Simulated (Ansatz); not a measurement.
**Computed energy against volume: Ni2P (space group P-62m)**

Ni₂P (space group P-62m)

```yaml
crystal:
  lattice:
    - [5.80475, 0.00000, 0.00000]
    - [-2.90238, 5.02706, 0.00000]
    - [0.00000, 0.00000, 3.31843]
  atoms:
    - { symbol: Ni, position: [0.60033, 0.00000, 0.50000] }
    - { symbol: Ni, position: [0.39967, 0.39967, 0.50000] }
    - { symbol: Ni, position: [0.00000, 0.60033, 0.50000] }
    - { symbol: Ni, position: [0.74060, 0.74060, 0.00000] }
    - { symbol: Ni, position: [0.00000, 0.25940, 0.00000] }
    - { symbol: Ni, position: [0.25940, 0.00000, 0.00000] }
    - { symbol: P, position: [0.33333, 0.66667, 0.00000] }
    - { symbol: P, position: [0.66667, 0.33333, 0.00000] }
    - { symbol: P, position: [0.00000, 0.00000, 0.50000] }
```

The volume is varied about the relaxed value V₀ at fixed cell shape. The atoms relax within the cell's symmetry.

Level of theory: PBEsol (plane waves to 420 eV, PAW, scalar-relativistic; Ansatz, a program for electronic structure). k mesh 9×9×14 (Γ-centred), Fermi-Dirac smearing 0.05 eV. The energy includes the smearing's −TS. Compression counts positive. With the shape held, the modulus is that of even scaling; a crystal free to change shape is softer. Ni2P is run without spin polarisation. Ni2P was relaxed with its symmetry unable to fall. The zero of ΔE is the relaxed starting cell.

```csv
V (Å³/cell),ΔE (kJ/mol of atoms),P (GPa)
87.15,8.8,30.1
89.09,5.4,22.6
91.02,2.9,15.9
92.96,1.2,10.0
94.90,0.3,4.7
96.83,0.0,0.0
98.77,0.3,-4.2
100.71,1.1,-7.8
102.64,2.3,-11.1
104.58,3.9,-14.0
106.52,5.9,-16.5
```

Summary:

| Quantity | Result |
|---|---|
| Pressure at the smallest volume | 30.1 GPa |
| Energy cost of the largest compression | 91 meV/atom |
| Energy cost of the largest expansion | 61 meV/atom |
| Bulk modulus at fixed cell shape B₀ (third-order Birch-Murnaghan fit) | 220 GPa |
| Pressure derivative B₀′ (fit) | 4.9 |
| Equilibrium volume of the fit | 10.76 Å³/atom |
| Pressure for 5 % compression (fit) | 12.8 GPa |

The 11 points together took about 40 core-minutes (a rough figure).

(A scan under strain: stresses follow from slopes of the energy per volume, elastic moduli from its curvatures.)
